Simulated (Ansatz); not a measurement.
Relaxed-ion elastic tensor of TePb2S in space group R-3m (No. 166; Te on 3b, Pb on 6c, S on 3a) in GPa (Voigt order), DFT-LDA in the program Ansatz with PAW potentials; density 8.37 g/cm³, 28.46 Å³ per atom.

```
 96.4   29.5   43.8   23.3    0.0    0.0
 29.5   96.4   43.8  -23.3    0.0    0.0
 43.8   43.8   77.2    0.0    0.0    0.0
 23.3  -23.3    0.0   51.5    0.0    0.0
  0.0    0.0    0.0    0.0   51.5   23.3
  0.0    0.0    0.0    0.0   23.3   33.5
```

Problem. Is the crystal mechanically stable?

Solution. Yes: the smallest eigenvalue of C is 17.5 GPa.

Problem. Work out the Voigt, Reuss and Hill averages.

Solution. K_V = 56.0, K_R = 56.0, K_H = 56.0; G_V = 37.5, G_R = 24.9, G_H = 31.2 GPa.

Problem. Give Young's modulus, Poisson's ratio, Pugh's ratio and the universal anisotropy index.

Solution. E = 9KG/(3K + G) = 78.9 GPa; ν = 0.27; K/G = 1.80 (near the Pugh limit of 1.75, no verdict); A_U = 5G_V/G_R + K_V/K_R − 6 = 2.54.

Problem. Estimate the sound speeds and the Debye temperature.

Solution. v_l = √((K + 4G/3)/ρ) = 3410 m/s, v_t = √(G/ρ) = 1930 m/s, mean 2150 m/s; Θ = (h/k)(3n/4πV)^(1/3) v_m = 209 K.

Problem. Solve the Christoffel equation for the three sound speeds along x, y, z.

Solution. Eigenvalues of C_ijkl n_j n_l equal ρv². In km/s, slowest first: x 1.45, 2.84, 3.39; y 2.00, 2.23, 3.56; z 2.48, 2.48, 3.04.

Problem. How much does each axis shrink under pressure?

Solution. Linear compressibilities β_i = Σ_j S_ij (j = 1 to 3): x 5.7, y 5.7, z 6.5 per TPa.

The workflow started from a Materials Project entry (that database holds measured and hypothetical structures alike); the Crystallography Open Database copy checked does not list it. Whether it is the stable phase at ambient conditions was not checked. The LDA relaxation kept the symmetry of its start; of distortions, only those at the zone centre were tested. Spin–orbit coupling is left out wherever it is not named.

Potentials: the later of the program's two PAW sets.
